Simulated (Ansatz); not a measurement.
HfO2:
```xyz
6
Lattice="3.5671 0.0000 0.0000 0.0000 3.5671 0.0000 0.0000 0.0000 5.1659" Properties=species:S:1:pos:R:3 pbc="T T T"
Hf     0.0000     0.0000     0.0000
Hf     1.7835     1.7835     2.5830
O      0.0000     1.7835     1.0337
O      0.0000     1.7835     3.6167
O      1.7835     0.0000     1.5493
O      1.7835     0.0000     4.1323
```

Tensor components refer to the Cartesian frame of this cell.

**Question.** Give the high-frequency dielectric tensor and the Born effective charge tensors of the independent atoms from DFPT, the program Ansatz at the PBEsol level (PAW).

**Answer.** 
ε∞:
```
5.35  0.00  0.00
0.00  5.35  0.00
0.00  0.00  4.85
```
Z* of atom 1 (Hf), rows: field, columns: displacement, in e:
```
5.55  0.00  0.00
0.00  5.55  0.00
0.00  0.00  4.85
```
Z* of atom 3 (O), rows: field, columns: displacement, in e:
```
-2.11   0.00   0.00
 0.00  -3.44   0.00
 0.00   0.00  -2.42
```

Space group P4_2/nmc. This is a known high-temperature phase of the composition, computed here at zero pressure and temperature. The cell was relaxed with PBEsol under the symmetry of its start; its stability against distortions is not shown here. The run is not spin-polarised. Scalar-relativistic: spin–orbit coupling is off unless named, which matters more the heavier the elements.

Potentials: the later of the program's two PAW sets.
